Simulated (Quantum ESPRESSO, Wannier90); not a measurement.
Tight-binding from DFT: AlGaN$_{2}$ (P-4m2)

```xyz
4
Lattice="3.1409 0.0000 0.0000 0.0000 3.1409 0.0000 0.0000 0.0000 4.4238" Properties=species:S:1:pos:R:3 pbc="T T T"
Al     1.5704     1.5704     2.2119
Ga     0.0000     0.0000     0.0000
N      1.5704     0.0000    -1.1579
N      0.0000     1.5704     1.1579
```

Structure: Materials Project mp-1008556, symmetrised, not relaxed again. Not found in the COD (Crystallography Open Database) copy used; not checked further. Level: PBEsol, spinors with spin-orbit coupling; pw.x of Quantum ESPRESSO at 68 Ry with PseudoDojo potentials, 8×8×6 k-points, Wannier90. Density: 10×10×8 mesh, cold smearing 0.01 Ry.

Bands 1-4,15-26 form an isolated set from -15.48 to 0.00 eV relative to the valence-band maximum (on the path) and are turned into 16 Wannier functions by minimising the spread from the start: SCDM (isolated). Bands 5–14 (Ga 3d 82 %, N 2s 10 %) lie between the kept ones and are excluded.

Where do the functions sit, how wide are they and what are they made of?


```
functions  spread (Å²)  nearest atom, distance (Å)  second atom, distance (Å)             weight on atomic waves
---------  -----------  --------------------------  -------------------------  ---------------------------------
4                 1.54                      N 0.45                    Ga 1.53   N 2p 50 %, Ga 4p 13 %, N 2s 12 %
8                 1.59                      N 0.25                    Al 1.66  N 2p 60 %, Al 3p 11 %, Ga 3d 10 %
4                 1.54                      N 0.45                    Ga 1.53   N 2p 50 %, Ga 4p 13 %, N 2s 12 %
```

Ω_I = 23.54 Å², Ω_total = 25.01 Å²; the interpolated bands follow pw.x to 1.7 meV rms on the path. Only this start was tried; a symmetric start can stop on a saddle, and mixtures of these functions could lower the total by at most Ω_total − Ω_I.
